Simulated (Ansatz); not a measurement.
## Two states of AsOsO$_{4}$

```
O As Os
1.0
     5.09439    0.61462   -0.46949
     1.02287    5.49098   -1.07452
     0.17577   -0.53049    5.53848
O As Os
8 2 2
Direct
  0.79326 0.15478 0.05233
  0.98666 0.73080 0.61265
  0.36648 0.59183 0.69109
  0.72228 0.11883 0.55320
  0.91093 0.81691 0.29591
  0.43026 0.38991 0.93099
  0.47689 0.03259 0.98592
  0.14950 0.93450 0.11042
  0.22522 0.38442 0.29047
  0.68170 0.53208 0.38402
  0.25811 0.01354 0.56695
  0.85917 0.50398 0.89195
```

Single point in Ansatz 0.2.0 with PBE. Cutoff 420 eV, PAW datasets, 4×4×4 (shifted by 0.5, 0, 0.5 steps) k mesh, fermi-dirac filling (width 0.067 eV).

State A: Os11 up, Os12 down (collinear spin). State B: Os11 up, Os12 up (collinear spin).

**Question.** Compare the two self-consistent states.

**Answer.** State B is lower by 3.9 meV an atom at zero smearing; in free energy at this smearing B lies -3.2 meV an atom from A. So small a gap isn't resolved on this mesh where a state is a metal.

| state | free energy (meV/atom) | largest moment in a small sphere (μB) | net moment (μB/cell) | gap on mesh (eV) | pressure (GPa) | largest force (eV/Å) |
| --- | --- | --- | --- | --- | --- | --- |
| A | 3.2 | 1.06 | 0.31 | metal | -15.2 | 2.68 |
| B | 0.0 | 1.34 | 2.59 | metal | -14.8 | 2.71 |

Origin: a disordered cell, so it need not be a known compound. Caveats: the k mesh is coarse if the cell is a metal; atoms or cell far from equilibrium.
